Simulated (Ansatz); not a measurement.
Rh (fcc, Cu type)

```
CELL_PARAMETERS angstrom
      3.80000     0.00000     0.00000
      0.00000     3.80000     0.00000
      0.00000     0.00000     3.80000
ATOMIC_POSITIONS crystal
  Rh 0.00000 0.00000 0.00000
  Rh 0.50000 0.50000 0.00000
  Rh 0.50000 0.00000 0.50000
  Rh 0.00000 0.50000 0.50000
```

Scan: atom 1 (Rh, nearest neighbour Rh at 2.687 Å; its periodic images, 3.8 Å or more away, move with it) is displaced along Cartesian z, direction (0.000, 0.000, 1.000) in Cartesian axes, by s. The other atoms stay.

Level of theory: r2SCAN (plane waves to 500 eV, PAW, scalar-relativistic; Ansatz, an electronic-structure program). k mesh 10×10×10 (Γ-centred), Fermi-Dirac smearing 0.05 eV. E stands for the smeared free energy. With partly filled bands, energies and forces of such displacements shift with the k mesh and the smearing. Rh is run without spin polarisation. Rh was relaxed with its symmetry unable to fall. ΔE is measured from the undisplaced structure. The last digit holds for this mesh only.

```csv
s (Å),ΔE (meV/cell)
-0.270,429.2
-0.216,272.2
-0.162,withheld
-0.108,67.8
-0.054,16.9
0.000,0.0
0.054,16.9
0.108,67.8
0.162,withheld
0.216,272.2
0.270,429.2
```

Q: Fit an even polynomial form (powers 2, 4, 6) to the given rows and predict ΔE at s = -0.162.

A: Least squares on the 9 given rows: ΔE = (5816)·s² + (-643.5)·s⁴ + (22360)·s⁶, in meV/cell with s in Å; root-mean-square residual 0.03 meV/cell. At -0.162 the fit gives 152.6 meV/cell; the calculation gives 152.6 meV/cell, the same to the digits shown. The quadratic term alone would give 152.6 meV/cell.

(A displaced cell: forces are minus the slopes of the energy, force constants its curvatures, and phonons follow from these.)
